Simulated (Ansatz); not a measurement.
RhCl3:
```cif
data_Cl12Rh4
_chemical_formula_sum 'Rh4 Cl12'
_space_group_name_H-M_alt 'C2/m'
_space_group_IT_number 12
_space_group_name_Hall '-C 2y'
_cell_length_a 5.97703
_cell_length_b 10.35315
_cell_length_c 6.02727
_cell_angle_alpha 90.000
_cell_angle_beta 108.333
_cell_angle_gamma 90.000
loop_
_atom_site_label
_atom_site_type_symbol
_atom_site_symmetry_multiplicity
_atom_site_Wyckoff_symbol
_atom_site_fract_x
_atom_site_fract_y
_atom_site_fract_z
_atom_site_occupancy
Rh1 Rh 4 g 0.00000 0.16661 0.00000 1
Cl1 Cl 8 j 0.24735 0.32505 0.22890 1
Cl2 Cl 4 i 0.22234 0.00000 0.23055 1
```
(The calculation used a cell of 8 atoms; values per cell refer to that cell.)

Relaxed with r²SCAN+D4. r²SCAN+D4 (plane waves, PAW; program Ansatz) gives a gap of 1.80 eV.

Task: What gap does HSE06 give on the same cell (Ansatz, PAW)?

Result: 3.08 eV, 1.28 eV more. The hybrid was solved on a coarser mesh and at special points; its gap is the smallest among all of these.

```
k   v1 r²SCAN+D4  c1 r²SCAN+D4    v1 HSE06    c1 HSE06
--  ------------  ------------  ----------  ----------
Γ          -0.31          1.93       -0.41        3.23
Y           0.00          1.89  (withheld)  (withheld)
A          -0.33          1.97  (withheld)  (withheld)
M          -0.12          1.82       -0.18        3.10
V2         -0.05          1.94  (withheld)  (withheld)
L2         -0.12          1.89  (withheld)  (withheld)
```

Task: Top valence (v1) and lowest conduction level (c1) in eV from each method's valence maximum (which need not be a listed point): supply the withheld HSE06 values.

Result: 
- L2, v1 HSE06: -0.14
- L2, c1 HSE06: 3.18
- V2, v1 HSE06: -0.05
- V2, c1 HSE06: 3.21
- A, v1 HSE06: -0.45
- A, c1 HSE06: 3.28
- Y, v1 HSE06: 0.00
- Y, c1 HSE06: 3.16

Cost on shared cores: the r²SCAN+D4 run (SCF on a 6×6×5 mesh, then bands and DOS) very roughly 7 core-minutes, the HSE06 run (SCF on 4×4×3, then a few points) roughly 9 core-minutes; the tasks are unlike.

The workflow started from a Materials Project entry (that database holds measured and hypothetical structures alike); the Crystallography Open Database files this formula in space group No. 12, but the cells were not matched. Its standing as an ambient phase is unchecked. Symmetry was held in the r²SCAN+D4 relaxation; whether a distortion lowers the energy is not shown. The run is not spin-polarised. Scalar-relativistic: spin–orbit coupling is off unless named, which matters more the heavier the elements.

Potentials: the later of the program's two PAW sets.
